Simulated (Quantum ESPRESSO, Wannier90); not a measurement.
Tight-binding from DFT: Ag (fcc (Cu type))

Cell from Materials Project (mp-124), symmetrised, no further relaxation. This is the element's usual structure. Computed values, not measurements, from PBEsol: Quantum ESPRESSO (norm-conserving PseudoDojo potentials, cutoff 66 Ry, spinors with spin-orbit coupling) on a Γ-centred 10×10×10 mesh, then Wannier90. Density: 18×18×18 mesh, cold smearing 0.01 Ry.

```
begin unit_cell_cart
ang
    0.0000000000    2.0521800000    2.0521800000
    2.0521800000    0.0000000000    2.0521800000
    2.0521800000    2.0521800000    0.0000000000
end unit_cell_cart
mp_grid = 10 10 10
```

Task: Which shells of neighbouring k-points and which b-vectors and weights does Wannier90 pick for this cell and mesh?

Result: 
```
 *---------------------------------- K-MESH ----------------------------------*
 +----------------------------------------------------------------------------+
 |                    Distance to Nearest-Neighbour Shells                    |
 |                    ------------------------------------                    |
 |          Shell             Distance (Ang^-1)          Multiplicity         |
 |          -----             -----------------          ------------         |
 |             1                   0.265152                      8            |
 |             2                   0.306171                      6            |
 |             3                   0.432992                     12            |
 |             4                   0.507728                     24            |
 |             5                   0.530304                      8            |
 |             6                   0.612343                      6            |
 |             7                   0.667285                     24            |
 |             8                   0.684620                     24            |
       ... (lines left out)
 +----------------------------------------------------------------------------+
 | The b-vectors are chosen automatically                                     |
 | The following shells are used:                       1                     |
 +----------------------------------------------------------------------------+
 |                        Shell   # Nearest-Neighbours                        |
 |                        -----   --------------------                        |
 |                          1               8                                 |
 +----------------------------------------------------------------------------+
 | Completeness relation is fully satisfied [Eq. (B1), PRB 56, 12847 (1997)]  |
 +----------------------------------------------------------------------------+
 |                  b_k Vectors (Ang^-1) and Weights (Ang^2)                  |
 |                  ----------------------------------------                  |
 |            No.         b_k(x)      b_k(y)      b_k(z)        w_b           |
 |            ---        --------------------------------     --------        |
 |             1         0.153086    0.153086   -0.153086     5.333855        |
 |             2         0.153086   -0.153086    0.153086     5.333855        |
 |             3        -0.153086    0.153086    0.153086     5.333855        |
 |             4         0.153086    0.153086    0.153086     5.333855        |
 |             5        -0.153086   -0.153086    0.153086     5.333855        |
 |             6        -0.153086    0.153086   -0.153086     5.333855        |
 |             7         0.153086   -0.153086   -0.153086     5.333855        |
 |             8        -0.153086   -0.153086   -0.153086     5.333855        |
```
